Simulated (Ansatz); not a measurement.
Mg3Sb2 (A-La2O3 type, space group P-3m1): energy against volume

Mg3Sb2 (A-La2O3 type, space group P-3m1)

```cif
data_Mg3Sb2
_chemical_formula_sum 'Sb2 Mg3'
_space_group_name_H-M_alt 'P 1'
_space_group_IT_number 1
_cell_length_a 4.56691
_cell_length_b 4.56691
_cell_length_c 7.24702
_cell_angle_alpha 90.000
_cell_angle_beta 90.000
_cell_angle_gamma 120.000
loop_
_space_group_symop_operation_xyz
  'x, y, z'
loop_
_atom_site_label
_atom_site_type_symbol
_atom_site_fract_x
_atom_site_fract_y
_atom_site_fract_z
_atom_site_occupancy
Sb1 Sb 0.33333 0.66667 0.22875 1
Sb2 Sb 0.66667 0.33333 0.77125 1
Mg1 Mg 0.00000 0.00000 0.00000 1
Mg2 Mg 0.33333 0.66667 0.63354 1
Mg3 Mg 0.66667 0.33333 0.36646 1
```

This relaxed cell (volume V₀) is scaled evenly in all directions, its shape held. The atoms relax within the cell's symmetry.

Method: r2SCAN (plane waves to 500 eV, PAW, scalar-relativistic; Ansatz, an electronic-structure program). k mesh 12×12×7 (Γ-centred), Fermi-Dirac smearing 0.05 eV. The energy includes the smearing's −TS. Compression counts positive. With the shape held, the modulus is that of even scaling; a crystal free to change shape is softer. Mg3Sb2 was relaxed with its symmetry unable to fall. Spin-orbit coupling is left out, though Sb is heavy. ΔE is measured from the relaxed starting cell.

```json
[
 {"V (Å³/atom)": "23.562", "ΔE (meV/atom)": "45.2", "P (GPa)": "6.04"},
 {"V (Å³/atom)": "23.998", "ΔE (meV/atom)": "30.4", "P (GPa)": "4.81"},
 {"V (Å³/atom)": "24.434", "ΔE (meV/atom)": "18.9", "P (GPa)": "3.68"},
 {"V (Å³/atom)": "24.871", "ΔE (meV/atom)": "10.3", "P (GPa)": "2.64"},
 {"V (Å³/atom)": "25.307", "ΔE (meV/atom)": "4.5", "P (GPa)": "1.68"},
 {"V (Å³/atom)": "25.743", "ΔE (meV/atom)": "1.1", "P (GPa)": "0.81"},
 {"V (Å³/atom)": "26.180", "ΔE (meV/atom)": "0.0", "P (GPa)": "0.00"},
 {"V (Å³/atom)": "26.616", "ΔE (meV/atom)": "1.0", "P (GPa)": "-0.73"},
 {"V (Å³/atom)": "27.052", "ΔE (meV/atom)": "3.9", "P (GPa)": "-1.41"},
 {"V (Å³/atom)": "27.489", "ΔE (meV/atom)": "8.6", "P (GPa)": "-2.03"},
 {"V (Å³/atom)": "27.925", "ΔE (meV/atom)": "15.0", "P (GPa)": "-2.60"},
 {"V (Å³/atom)": "28.361", "ΔE (meV/atom)": "22.8", "P (GPa)": "-3.12"},
 {"V (Å³/atom)": "28.798", "ΔE (meV/atom)": "31.9", "P (GPa)": "-3.60"}
]
```

Summary:

The pressure at the smallest volume comes out as 6.04 GPa and the energy cost of the largest compression is 45.2 meV/atom. The energy cost of the largest expansion comes out as 31.9 meV/atom, the bulk modulus at fixed cell shape B₀ (third-order Birch-Murnaghan fit) is 46.1 GPa and the pressure derivative B₀′ (fit) is 4.1. The equilibrium volume of the fit is 26.18 Å³/atom. The pressure for 5 % compression (fit) is 2.6 GPa.

The 13 points together took very roughly 40 core-minutes.

(A scan under strain: stresses follow from slopes of the energy per volume, elastic moduli from its curvatures.)
